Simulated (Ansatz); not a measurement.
# Band table of VMo

```
CELL_PARAMETERS angstrom
1.33165 -1.92654 0.00000
1.33165 1.92654 0.00000
0.00000 0.00000 3.66334
ATOMIC_POSITIONS crystal
V 0.50000 0.50000 0.50000
Mo 0.00000 0.00000 0.00000
```

The base volume is that of a database entry, so it needn't be at zero pressure; the structure needn't be the stable phase, at rest or compressed.

Level of theory: DFT with PBEsol, scalar-relativistic, in Ansatz 0.2.0; a Γ-centred 14×14×9 k mesh, Fermi–Dirac smearing of 0.05 eV, no spin polarisation. LAPW: all electrons, basis error target 1 meV/atom.

This run: volume at 0.65 of the series' base cell.

Path points, in fractions of the reciprocal vectors: Γ (0.000, 0.000, 0.000), Y (-0.500, 0.500, 0.000), C0 (-0.369, 0.631, 0.000), Σ0 (0.369, 0.369, 0.000), Z (0.000, 0.000, 0.500), A0 (0.369, 0.369, 0.500), E0 (-0.369, 0.631, 0.500), T (-0.500, 0.500, 0.500). The distance column jumps between branches of the path. Levels in eV from the Fermi level; bands 21 to 29, counted from the lowest band of the run. The gap is zero, the pressure 215.1 GPa.

```
# k(1/Å) point b21 b22 b23 b24 b25 b26 b27 b28 b29
0.000 Γ -7.46 -7.28 -4.85 -1.76 -1.29 -0.43 2.68 2.83 3.24
0.272 - -7.17 -6.79 -4.33 -2.00 -1.54 -0.08 1.12 2.29 2.78
0.544 - -6.57 -5.79 -2.84 -2.62 -2.00 -1.80 0.93 1.26 2.55
0.815 - -6.66 -5.47 -4.38 -3.37 -1.15 -0.59 1.41 2.54 2.74
1.087 - -7.70 -6.39 -5.64 -4.04 0.68 2.01 2.88 3.57 3.78
1.359 - -8.56 -7.68 -6.00 -4.49 2.58 3.43 4.19 4.23 5.64
1.631 Y -8.88 -8.13 -6.15 -4.64 3.48 3.69 4.42 5.06 6.46
1.733 - -8.79 -8.09 -6.10 -4.63 3.43 3.49 4.42 5.17 6.41
1.836 - -8.52 -7.99 -5.94 -4.61 2.88 3.52 4.42 5.19 6.24
1.939 - -8.10 -7.83 -5.69 -4.56 2.24 3.57 4.42 4.85 5.58
2.041 - -7.60 -7.53 -5.35 -4.49 1.58 3.62 4.24 4.41 4.84
2.144 - -7.31 -6.85 -4.94 -4.39 0.92 3.51 3.68 4.09 4.40
2.247 C0 -6.95 -6.11 -4.49 -4.25 0.27 2.77 3.36 3.72 4.38
4.229 Σ0 -6.95 -6.11 -4.49 -4.25 0.27 2.77 3.36 3.72 4.38
4.520 - -5.61 -4.19 -3.63 -3.14 -1.45 0.97 1.55 3.14 4.21
4.810 - -3.84 -3.63 -2.92 -2.69 -2.34 -0.17 0.32 1.81 3.99
5.101 - -4.49 -3.99 -3.13 -1.88 -1.76 -0.67 0.17 0.62 3.64
5.391 - -5.88 -4.95 -4.59 -1.77 -0.71 -0.39 0.41 1.58 3.27
5.682 - -7.02 -6.62 -4.81 -1.77 -1.06 -0.54 2.12 2.96 3.46
5.972 Γ -7.46 -7.28 -4.85 -1.76 -1.29 -0.43 2.68 2.83 3.24
6.115 - -7.34 -7.20 -4.81 -1.64 -1.27 -0.50 2.66 2.69 3.10
6.258 - -7.10 -6.87 -4.71 -1.28 -1.20 -0.71 2.33 2.61 2.70
6.401 - -6.81 -6.30 -4.55 -1.12 -1.00 -0.70 1.85 2.11 2.53
6.544 - -6.49 -5.61 -4.36 -1.31 -1.07 0.09 1.22 1.61 2.46
6.687 - -6.22 -5.01 -4.20 -1.56 -0.98 0.39 1.05 1.52 2.30
6.830 Z -6.11 -4.76 -4.14 -1.66 -0.85 -0.08 1.63 1.91 1.98
7.120 - -5.46 -4.33 -4.25 -1.99 -1.73 -1.51 1.84 1.95 2.53
7.411 - -4.37 -3.94 -3.58 -3.03 -2.82 -2.73 2.46 2.74 2.76
7.701 - -4.85 -4.21 -4.01 -3.49 -1.74 -1.71 2.75 3.20 3.23
7.992 - -5.48 -4.25 -4.15 -3.71 -0.96 -0.79 2.72 2.96 3.76
8.282 - -5.26 -4.72 -3.88 -3.14 -2.18 -1.14 3.04 3.10 4.00
8.573 A0 -5.21 -4.58 -4.24 -2.87 -2.86 -2.37 3.63 3.79 4.39
10.555 E0 -5.21 -4.58 -4.24 -2.87 -2.86 -2.37 3.63 3.79 4.39
10.658 - -5.39 -5.35 -3.74 -2.84 -2.79 -2.39 3.50 3.94 4.30
10.761 - -6.12 -5.47 -3.48 -2.87 -2.84 -1.85 3.09 3.80 4.28
10.863 - -6.72 -5.57 -3.71 -2.85 -2.33 -1.27 2.57 3.22 4.61
10.966 - -7.16 -5.65 -3.95 -2.87 -1.67 -0.67 1.98 2.60 4.90
11.069 - -7.44 -5.69 -4.11 -2.88 -1.07 -0.12 1.42 2.03 5.10
11.171 T -7.53 -5.71 -4.16 -2.89 -0.78 0.16 1.14 1.75 5.17
```
